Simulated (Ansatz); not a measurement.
CaSi2Rh2:
```
CaSi2Rh2
1.0
   -2.03649     2.03649     5.00294
    2.03649    -2.03649     5.00294
    2.03649     2.03649    -5.00294
Ca Si Rh
1 2 2
Cartesian
  0.00000   0.00000   0.00000
  0.00000   0.00000   6.27710
  0.00000   0.00000   3.72879
  0.00000   2.03649   2.50147
  2.03649   0.00000   2.50147
```

Relaxed with r²SCAN. Special points in fractions of this cell's reciprocal vectors: Γ (0.000, 0.000, 0.000); X (0.000, 0.000, 0.500); P (0.250, 0.250, 0.250); N (0.000, 0.500, 0.000); M (0.500, 0.500, -0.500); S (0.291, 0.709, -0.291); S0 (-0.291, 0.291, 0.291); R (-0.083, 0.083, 0.500); G (0.500, 0.500, -0.083).

List the band energies nearest the Fermi level at these points for r²SCAN (plane waves, PAW; program Ansatz).

In eV from the Fermi level; about four levels below and three above (degenerate sets whole), none deeper than 8.9 eV; points with the same levels are listed once.

```
k                    below                above
-  -----------------------  -------------------
Γ  -1.48 -1.47 -0.26 -0.26  0.01 1.13 2.71 2.71
X  -1.92 -1.89 -1.71 -0.45       0.57 0.96 3.57
P  -1.91 -1.91 -1.16 -1.16       0.84 0.84 3.39
N  -2.91 -2.87 -2.10 -0.84       0.93 2.42 3.01
M  -2.72 -1.46 -0.38 -0.38       0.01 1.01 2.50
S  -2.88 -2.72 -2.63 -2.50       0.78 0.90 1.16
R  -3.00 -2.20 -1.94 -1.17       0.02 0.57 1.19
```

Space group I4/mmm. The first step of the workflow began from a Materials Project structure, measured or hypothetical; the Crystallography Open Database copy checked does not list it. Its standing as an ambient phase is unchecked. Symmetry was held in the r²SCAN relaxation; its stability against distortions is not shown here. No spin polarisation was allowed. Scalar-relativistic: spin–orbit coupling is off unless named, which matters more the heavier the elements.

Potentials: the later of the program's two PAW sets.
